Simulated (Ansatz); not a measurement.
**Computed properties of AlNi**

AlNi:
```yaml
crystal:
  lattice:
    - [0.00000, 2.92338, 2.92338]
    - [2.92338, 0.00000, 2.92338]
    - [2.92338, 2.92338, 0.00000]
  atoms:
    - { symbol: Al, position: [0.25000, 0.25000, 0.25000] }
    - { symbol: Al, position: [0.00000, 0.00000, 0.00000] }
    - { symbol: Ni, position: [0.50000, 0.50000, 0.50000] }
    - { symbol: Ni, position: [0.75000, 0.75000, 0.75000] }
```

Space group Fd-3m (No. 227); conventional cell a = b = c = 5.847 Å, α = β = γ = 90.00°.

Method: the program Ansatz at the PBE level (PAW). Structure relaxed to zero pressure with the same functional. Other levels are named where they apply.

### Cell and energy

```yaml
volume_per_atom: 12.49 Å³
density: 5.69 g/cm³
Formation energy from the elements (no fitted shifts): -0.33 eV/atom
```

### Electronic structure

```yaml
electronic_character: metallic (no gap)
Density of states at the Fermi level: 0.46 states/eV per atom (mean over ±0.08 eV)
```

### Magnetism

```yaml
magnetic_order: non-magnetic (starting moments vanished)
```

### Mechanics

```yaml
Bulk modulus (Birch–Murnaghan fit): 146 GPa
Pressure derivative B′: 4.4
```

The cell is a constructed one: a structure type filled with these elements; neither database checked (COD, Materials Project) lists it. It is not the phase usual at ambient conditions (space group No. 221). The PBE relaxation kept the symmetry of its start; its stability against distortions is not shown here. The workflow began spin-polarised and lost its moments. The references are the lowest solids computed at this level, not always the standard phases.

Potentials: the later of the program's two PAW sets.
